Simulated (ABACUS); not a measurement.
Consider a self-consistent single point of CoGe (P1, 8 atoms in the cell; from Materials Project mp-10692, changed as shown).

```
CoGe
1.0
    4.57947     0.00000     0.00000
    0.00000     4.57947     0.00000
    0.00000     0.00000     4.57947
Co Ge
4 4
Direct
  0.13854   0.15239   0.14499
  0.36709   0.85963   0.62642
  0.63765   0.36111   0.86911
  0.85723   0.63827   0.36372
  0.82969   0.84291   0.83804
  0.66421   0.15452   0.33551
  0.33910   0.65281   0.16093
  0.16649   0.33836   0.66127
```

Level of theory: LDA (PW92), numerical atomic orbitals SZP (confined pseudo-atomic orbitals with Gaussian additions; energy shift 0.003 Ry), PseudoDojo 0.4 standard norm-conserving LDA (tails mended) pseudopotentials run with ABACUS.

ABACUS settings:

- basis = SZP numerical atomic orbitals, energy shift 0.003 Ry
- KPT = Gamma 8 8 8 0 0 0
- basis_type = lcao
- dft_functional = PWLDA
- ecutwfc = 100 Ry
- smearing_method = fd
- smearing_sigma = 0.00999582 Ry
- potentials = PseudoDojo 0.4 standard norm-conserving LDA (tails mended)
- symmetry = 1
- symmetry_prec = 1e-05
- ks_solver = genelpa
- scf_nmax = 100
- scf_thr = 1.0e-07
- mixing_type = broyden

Results:

```
Item                                                       Value
------------------------------------------------  --------------
Number of valence electrons                                  124
Number of bands                                               75
Number of k-points after the program's reduction             260
Size of the basis                                            164
Number of SCF iterations                                      14
Free energy E − TS                                -26347.5171 eV
Fermi level (on the code's own zero)                    19.02 eV
Pressure                                               -4.66 GPa
Largest force (vector length)                         0.875 eV/Å
```

Forces (eV/Å):
| atom | Fx | Fy | Fz |
|---|---|---|---|
| Co1 | 0.001 | -0.781 | -0.395 |
| Co2 | -0.272 | 0.204 | 0.309 |
| Co3 | 0.016 | 0.102 | -0.287 |
| Co4 | 0.326 | -0.149 | 0.054 |
| Ge5 | 0.471 | -0.161 | 0.093 |
| Ge6 | 0.026 | 0.322 | 0.105 |
| Ge7 | -0.418 | 0.511 | 0.090 |
| Ge8 | -0.150 | -0.048 | 0.031 |

Stress (GPa, positive for compression):
```
-4.38   0.25  -0.61
 0.25  -5.82   0.11
-0.61   0.11  -3.78
```

For comparison: a first run was changed to give this one (atoms moved at random), and from it to this one the free energy goes up by 10.5 meV/atom, the pressure goes from -5.09 to -4.66 GPa and the largest force goes from 0.223 to 0.875 eV/Å.

The atom-centred basis is finite, which shifts total energies, pressures and forces against plane waves. The run has no spin polarisation, so moments on Co cannot form. A single-zeta basis is rough, for pressures and forces above all. The structure comes from a collection of computed structures, made at another level of theory; the collection holds predicted forms beside known ones.

Cost on one core: around 2.9 core-minutes (rough).

The atomic orbitals were generated for these runs; they are not ABACUS's published sets and were checked against plane waves on a few crystals only.

“Tails mended”: in these copies of the files the far tail of each local potential was reset to the Coulomb form.
